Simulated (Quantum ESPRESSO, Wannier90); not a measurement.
## TlCl (rock salt): Wannier90 run

```
TlCl
1.0
    0.00000     3.21955     3.21955
    3.21955     0.00000     3.21955
    3.21955     3.21955     0.00000
Tl Cl
1 1
Direct
  0.00000   0.00000   0.00000
  0.50000   0.50000   0.50000
```

Cell from Materials Project (mp-569639), symmetrised, no further relaxation. Not found in the COD (Crystallography Open Database) copy used, which has the formula in other groups; not checked further. Computed values, not measurements, from PBEsol: Quantum ESPRESSO (norm-conserving PseudoDojo potentials, cutoff 50 Ry, no spin polarisation, no spin-orbit coupling) on a Γ-centred 8×8×8 mesh, then Wannier90. Density: 8×8×8 mesh, cold smearing 0.01 Ry. Spin-orbit coupling is left out although heavy elements are present.

The plane-wave run has 20 bands and 20 electrons a cell. On the energy scale of pw.x, whose zero is arbitrary, the valence-band maximum lies at 3.75 eV.

Isolated groups of bands, relative to the valence-band maximum (bands from 11 on overlap up to the last one computed):

| bands | from (eV) | to (eV) | filling | weight on atomic waves |
|---|---|---|---|---|
| 1 | -13.80 | -13.63 | filled | Cl 3s 90 %, Tl 6p 8 % |
| 2–6 | -9.76 | -9.60 | filled | Tl 5d 99 % |
| 7 | -5.06 | -3.58 | filled | Tl 6s 68 %, Cl 3p 26 %, Tl 6p 4 % |
| 8–10 | -3.08 | 0.00 | filled | Cl 3p 81 %, Tl 6s 9 %, Tl 6p 9 % |

Input w.win, without the blocks of cell, atoms and k-points (512 lines):

```
num_bands = 20
num_wann = 8
num_iter = 800
conv_tol = 1.0e-6
conv_window = 4
dis_num_iter = 1000
dis_conv_tol = 1.0e-6
dis_froz_max = 7.54
write_hr = true
write_u_matrices = true
begin projections
Tl: s;p
Cl: s;p
end projections
mp_grid = 8 8 8
```

### Question
This input has a fault. Which, and what does the program do?

### Answer
wannier90.x stops with:
```
dis_windows: More states in the frozen window than target WFs
```
At some k-point more bands lie below dis_froz_max than there are Wannier functions, and every frozen state has to fit into the subspace. Here the deep bands below band 1 or between the kept ones were not excluded and fill the window; only bands 1,7-20 belong to the model. Mended as below, all else unchanged, the run goes through (Ω_I = 11.2 Å²) and follows the plane-wave bands to 2.0 meV rms (states up to 3.3 eV relative to the valence-band maximum).
```
num_bands = 15
exclude_bands = 2-6
```
